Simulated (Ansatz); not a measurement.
LuBi (rock salt, Fm-3m), a = b = c = 6.0618 Å, α = β = γ = 90.00°; the cell used has 2 atoms.

This is the LDA-relaxed structure.

Q: All from LDA (plane waves, PAW; program Ansatz), unless another level is named. Give the formation energy from the elements (no fitted shifts).

A: -76 kJ/mol of atoms.

Q: And the density of states at the Fermi level?

A: 0.15 states/eV per atom (mean over ±0.08 eV).

The workflow started from a Materials Project entry (that database holds measured and hypothetical structures alike); the Crystallography Open Database copy checked does not list it. With Lu and Bi taken as one species the cell has the higher symmetry Pm-3m, so it may be an ordered model of a mixed-site phase. Its standing as an ambient phase is unchecked. The LDA relaxation kept the symmetry of its start; of distortions, only those at the zone centre were tested. The references are the lowest solids computed at this level, not always the standard phases. Spin–orbit coupling is left out wherever it is not named.

Potentials: the later of the program's two PAW sets.
